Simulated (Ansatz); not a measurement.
Relaxed GaP (zinc blende):

```
GaP
1.0
    0.00000     5.45138     5.45138
    2.72569     0.00000     2.72569
    2.72569     2.72569     0.00000
P Ga
2 2
Cartesian
  4.08853   4.08853   4.08853
  4.08853   6.81422   6.81422
  0.00000   0.00000   0.00000
  0.00000   2.72569   2.72569
```

In each cell atom 4 (Ga, nearest neighbour P at 2.361 Å; its periodic images, 3.9 Å or more away, move with it) moves by s·(0.577, 0.577, 0.577) (along Cartesian [111]), the rest being held.

All values below come from r2SCAN (plane waves to 500 eV, PAW, scalar-relativistic; Ansatz, a quantum-chemistry and plane-wave program). k mesh 4×8×8 (Γ-centred), Fermi-Dirac smearing 0.05 eV. The energy includes the smearing's −TS. GaP was relaxed with its symmetry unable to fall. The zero of ΔE is the undisplaced structure.

### Question
Predict the ΔE (eV/cell) at s (Å) = -0.376, -0.282, -0.188, -0.094, 0.094, 0.188, 0.376, 0.470.

### Answer
```json
[
 {"s (Å)": "-0.376", "ΔE (eV/cell)": "1.107"},
 {"s (Å)": "-0.282", "ΔE (eV/cell)": "0.558"},
 {"s (Å)": "-0.188", "ΔE (eV/cell)": "0.223"},
 {"s (Å)": "-0.094", "ΔE (eV/cell)": "0.050"},
 {"s (Å)": "0.094", "ΔE (eV/cell)": "0.041"},
 {"s (Å)": "0.188", "ΔE (eV/cell)": "0.146"},
 {"s (Å)": "0.376", "ΔE (eV/cell)": "0.468"},
 {"s (Å)": "0.470", "ΔE (eV/cell)": "0.651"}
]
```

(For displaced atoms, the force is minus the slope of the energy, and its curvature is a force constant, which sets phonon frequencies.)
